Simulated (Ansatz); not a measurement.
LaAs12Ru4 in space group Im-3 (No. 204; La on 2a, As on 24g, Ru on 8c) under volume change, the program Ansatz at the PBE level (PAW), shape and atoms relaxed at each volume.

```tsv
V (Å³/atom)	E − E(relaxed) (meV/atom)	P (GPa)
17.026	70.6	14.71
17.587	29.5	8.94
18.148	6.9	4.08
18.710	0.0	0.00
19.271	?	?
19.832	23.4	-6.29
20.394	?	?
```

Q: Fill in the missing entries.

A: 
- 20.394, E − E(relaxed) (meV/atom): 49.7
- 20.394, P (GPa): -8.68
- 19.271, E − E(relaxed) (meV/atom): 6.2
- 19.271, P (GPa): -3.43

Q: What does a third-order Birch–Murnaghan fit give for V₀, B₀ and B′?

A: V₀ = 18.71 Å³/atom, B₀ = 124 GPa, B′ = 4.8.

The start of the workflow was typed in or built on a structure type; neither database checked (COD, Materials Project) lists it. Whether it is the stable phase at ambient conditions was not checked. The cell was relaxed with PBE under the symmetry of its start; its stability against distortions is not shown here. No spin polarisation was allowed. Spin–orbit coupling is left out wherever it is not named.

Potentials: the later of the program's two PAW sets.
